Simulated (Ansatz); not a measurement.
SnC:
```
CELL_PARAMETERS angstrom
      3.59152     0.00000     0.00000
     -1.79576     3.11034     0.00000
      0.00000     0.00000     5.87980
ATOMIC_POSITIONS crystal
  Sn 0.33333 0.66667 0.00031
  C  0.66667 0.33333 0.12469
  Sn 0.66667 0.33333 0.50031
  C  0.33333 0.66667 0.62469
```

Relaxed with PBE. Special points in fractions of this cell's reciprocal vectors: Γ (0.000, 0.000, 0.000); M (0.500, 0.000, 0.000); K (0.333, 0.333, 0.000); A (0.000, 0.000, 0.500); L (0.500, 0.000, 0.500); H (0.333, 0.333, 0.500).

List the band energies nearest the valence-band maximum at these points for the program Ansatz at the PBE with spin–orbit coupling level (PAW).

In eV from the valence-band maximum; about four levels below and three above (degenerate sets whole), none deeper than 8.9 eV; points with the same levels are listed once.

```tsv
k	below	above
Γ	-0.03 -0.03 0.00 0.00	0.78 0.78 1.66 1.66
M	-2.61 -2.61 -1.22 -1.22	2.19 2.19 3.15 3.15
K	-3.33 -3.33 -3.25 -3.03 -3.03	2.62 2.62 5.13 5.13 5.13 5.13
A	-0.63 -0.63 -0.63 -0.63	2.23 2.23 2.23 2.23
L	-2.14 -2.14 -2.14 -2.14	1.98 1.98 1.98 1.98
H	-1.79 -1.79 -1.75 -1.75	3.27 3.27 3.33 3.33
```

Space group P6_3mc (wurtzite). The start of the workflow was typed in or built on a structure type; neither database checked (COD, Materials Project) lists it. Its standing as an ambient phase is unchecked. The cell was relaxed with PBE under the symmetry of its start; whether a distortion lowers the energy is not shown. Its formation energy is positive at this level, so the cell may be metastable or incomplete.

Potentials: the earlier of the program's two PAW sets.
